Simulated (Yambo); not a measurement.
Material: Mg2P2O7 (space group C2/m, No. 12); a = b = 5.2437 Å, c = 4.4980 Å, α = β = 98.26°, γ = 104.23° (11 atoms in the cell). The geometry is that of Materials Project entry mp-5427, symmetrised and not relaxed again.

With PBEsol (Quantum ESPRESSO, PseudoDojo norm-conserving, 84 Ry, no spin-orbit coupling), the gap between the mesh's edge points ((0, 0, -0.5) → Γ) is 5.574 eV.

Q: Estimate the G0W0 gap between the same points from Yambo (2×2×4 Γ-centred k mesh, bands 3 to 230 and a 8 Ry block in the screening, 230 bands in G with the Bruneval-Gonze terminator, plasmon pole fitted at 27.2 eV).

A: The correction is 2.698 eV, giving 8.272 eV, 1.5 times the PBEsol value.  Nearest settings tried, and what they do to the gap: 152 bands in G: -2 meV; 2 Ry block (39 vectors against 309): +262 meV; 2×2×2 mesh: -7 meV. Not varied: bands in W. So the settings aren't converged at that level.
